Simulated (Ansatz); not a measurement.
Data:

MoP:
```
CELL_PARAMETERS angstrom
      3.24145     0.00000     0.00000
     -1.62073     2.80718     0.00000
      0.00000     0.00000     3.19405
ATOMIC_POSITIONS crystal
  Mo 0.00000 0.00000 0.00000
  P  0.33333 0.66667 0.50000
```

This is the PBE-relaxed structure.

Problem. All from PBE (plane waves, PAW; program Ansatz), unless another level is named. Estimate the electronic character.

Solution. metallic (no gap).

Problem. And the density of states at the Fermi level?

Solution. 0.40 states/eV per atom (mean over ±0.08 eV).

Problem. Give the formation energy from the elements (no fitted shifts).

Solution. -0.69 eV/atom.

Problem. Next, the gap with spin–orbit coupling?

Solution. none (metallic).

Space group P-6m2. Symmetry was held in the PBE relaxation. No spin polarisation was allowed. The references are the lowest solids computed at this level, not always the standard phases. Scalar-relativistic: spin–orbit coupling is off unless named, which matters more the heavier the elements.

Potentials: the earlier of the program's two PAW sets.
